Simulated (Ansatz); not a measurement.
Band table of F (diamond type)

```
CELL_PARAMETERS angstrom
0.00000 2.39103 2.39103
2.39103 0.00000 2.39103
2.39103 2.39103 0.00000
ATOMIC_POSITIONS crystal
F 0.87500 0.87500 0.87500
F 0.12500 0.12500 0.12500
```

The cell comes from a relaxation on PAW files under the same functional, begun from a prototype that needn't be the stable phase.

All numbers are PBEsol results (scalar-relativistic) from Ansatz 0.2.0, with a Γ-centred 14×14×14 k mesh, Fermi–Dirac smearing of 0.08 eV, no spin polarisation. Methods: LAPW: all electrons, basis error target 1 meV/atom.

Path points, in fractions of the reciprocal vectors: Γ (0.000, 0.000, 0.000), X (0.500, 0.000, 0.500), U (0.625, 0.250, 0.625), K (0.375, 0.375, 0.750), L (0.500, 0.500, 0.500), W (0.500, 0.250, 0.750). The distance column jumps between branches of the path. Levels in eV from the Fermi level; bands 1 to 8, counted from the lowest band of the run. The gap is zero, the pressure -0.08 GPa.

```
# k(1/Å) point b1 b2 b3 b4 b5 b6 b7 b8
0.000 Γ -22.21 -19.02 -2.71 -2.71 -2.71 -0.78 -0.78 -0.78
0.188 - -22.17 -19.07 -2.79 -2.79 -2.68 -0.84 -0.70 -0.70
0.375 - -22.06 -19.20 -2.98 -2.98 -2.61 -1.00 -0.51 -0.51
0.563 - -21.88 -19.40 -3.22 -3.22 -2.50 -1.21 -0.27 -0.27
0.751 - -21.64 -19.67 -3.44 -3.44 -2.37 -1.44 -0.05 -0.05
0.939 - -21.35 -19.98 -3.62 -3.62 -2.23 -1.64 0.14 0.14
1.126 - -21.03 -20.32 -3.74 -3.74 -2.10 -1.81 0.25 0.25
1.314 X -20.68 -20.68 -3.78 -3.78 -1.96 -1.96 0.29 0.29
1.380 - -20.68 -20.67 -3.79 -3.78 -1.97 -1.94 0.29 0.29
1.447 - -20.70 -20.66 -3.82 -3.77 -1.98 -1.89 0.28 0.29
1.513 - -20.72 -20.63 -3.87 -3.75 -2.01 -1.82 0.26 0.29
1.579 - -20.75 -20.60 -3.93 -3.72 -2.05 -1.72 0.24 0.29
1.646 - -20.80 -20.56 -3.98 -3.69 -2.09 -1.61 0.21 0.28
1.712 - -20.85 -20.51 -4.03 -3.66 -2.15 -1.50 0.18 0.28
1.778 U -20.90 -20.45 -4.07 -3.61 -2.20 -1.39 0.14 0.27
2.583 K -20.90 -20.45 -4.07 -3.61 -2.20 -1.39 0.14 0.27
2.782 - -21.11 -20.23 -4.11 -3.46 -2.40 -1.09 -0.01 0.23
2.981 - -21.36 -19.97 -3.99 -3.28 -2.59 -0.90 -0.18 0.13
3.180 - -21.62 -19.69 -3.74 -3.10 -2.74 -0.81 -0.36 -0.02
3.379 - -21.86 -19.43 -3.40 -2.94 -2.81 -0.79 -0.53 -0.23
3.578 - -22.04 -19.21 -3.05 -2.82 -2.80 -0.79 -0.66 -0.48
3.778 - -22.17 -19.07 -2.80 -2.74 -2.74 -0.78 -0.75 -0.69
3.977 Γ -22.21 -19.02 -2.71 -2.71 -2.71 -0.78 -0.78 -0.78
4.139 - -22.18 -19.05 -2.75 -2.74 -2.74 -0.77 -0.75 -0.75
4.302 - -22.10 -19.15 -2.86 -2.83 -2.83 -0.73 -0.66 -0.66
4.464 - -21.97 -19.30 -3.04 -2.93 -2.93 -0.64 -0.55 -0.55
4.627 - -21.81 -19.48 -3.24 -3.04 -3.04 -0.51 -0.43 -0.43
4.789 - -21.64 -19.67 -3.43 -3.13 -3.13 -0.39 -0.34 -0.34
4.952 - -21.50 -19.83 -3.56 -3.19 -3.19 -0.29 -0.28 -0.28
5.115 L -21.44 -19.89 -3.60 -3.21 -3.21 -0.26 -0.26 -0.25
5.247 - -21.42 -19.91 -3.70 -3.23 -3.10 -0.44 -0.24 -0.10
5.380 - -21.37 -19.97 -3.84 -3.29 -2.88 -0.64 -0.18 0.02
5.513 - -21.28 -20.06 -3.96 -3.39 -2.65 -0.85 -0.10 0.12
5.645 - -21.16 -20.19 -4.04 -3.52 -2.41 -1.07 0.00 0.19
5.778 - -21.01 -20.34 -4.05 -3.66 -2.18 -1.28 0.09 0.23
5.911 - -20.85 -20.50 -4.01 -3.80 -1.95 -1.50 0.17 0.23
6.044 W -20.68 -20.68 -3.93 -3.93 -1.72 -1.72 0.21 0.21
6.137 - -20.68 -20.68 -3.92 -3.92 -1.74 -1.74 0.22 0.22
6.231 - -20.68 -20.68 -3.90 -3.90 -1.77 -1.77 0.23 0.23
6.325 - -20.68 -20.68 -3.87 -3.87 -1.82 -1.82 0.25 0.25
6.419 - -20.68 -20.68 -3.84 -3.84 -1.87 -1.87 0.26 0.26
6.513 - -20.68 -20.68 -3.81 -3.81 -1.92 -1.92 0.28 0.28
6.607 - -20.68 -20.68 -3.79 -3.79 -1.95 -1.95 0.29 0.29
6.701 X -20.68 -20.68 -3.78 -3.78 -1.96 -1.96 0.29 0.29
```
